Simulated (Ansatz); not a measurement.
Here is the system:

GaCl3:
```
GaCl3
1.0
   -6.52571     0.00000     0.00000
   -3.26167    -1.96435    -5.55290
   -3.26244    -5.80279     0.00000
Ga Cl
2 6
Cartesian
 -3.26186  -1.53605  -0.51034
 -9.78795  -6.23108  -5.04256
 -8.13418  -1.96534  -5.55219
 -4.91563  -5.80180  -0.00071
 -6.52664  -2.77152  -0.99238
 -6.52317  -4.99561  -4.56051
 -9.78671  -5.76153  -2.99972
 -3.26310  -2.00561  -2.55318
```

This is the LDA-relaxed structure. x, y and z are the axes in which the lattice vectors are written.

Problem. All from DFT-LDA in the program Ansatz with PAW potentials, unless another level is named. Give the electron effective mass.

Solution. 0.47, 0.53, 0.53 mₑ (principal values).

Problem. Give the band gap.

Solution. 3.83 eV (smallest direct gap 3.83 eV).

Problem. And the hole effective mass?

Solution. 0.57, 6.0, 14 mₑ (principal values).

Problem. Give the conduction-band minimum.

Solution. at Γ.

Problem. What about the valence-band maximum?

Solution. off the standard path, at k = (0.000, -0.073, -0.094) in fractions of the reciprocal vectors.

Space group C2/m. The workflow started from a Materials Project entry (that database holds measured and hypothetical structures alike); the Crystallography Open Database files this formula in space group No. 12, but the cells were not matched. Whether it is the stable phase at ambient conditions was not checked. Symmetry was held in the LDA relaxation; its stability against distortions is not shown here. A crystal of weakly bound molecules computed without a dispersion correction: the cell and the soft elastic constants depend strongly on that. Point labels and valley counts follow the cell and symmetry of the run, lower than the named group. Scalar-relativistic: spin–orbit coupling is off unless named, which matters more the heavier the elements.

Potentials: the earlier of the program's two PAW sets. The files were generated under PBE; for other functionals the program regenerates the frozen cores, and for LDA and PBEsol the local potential too.
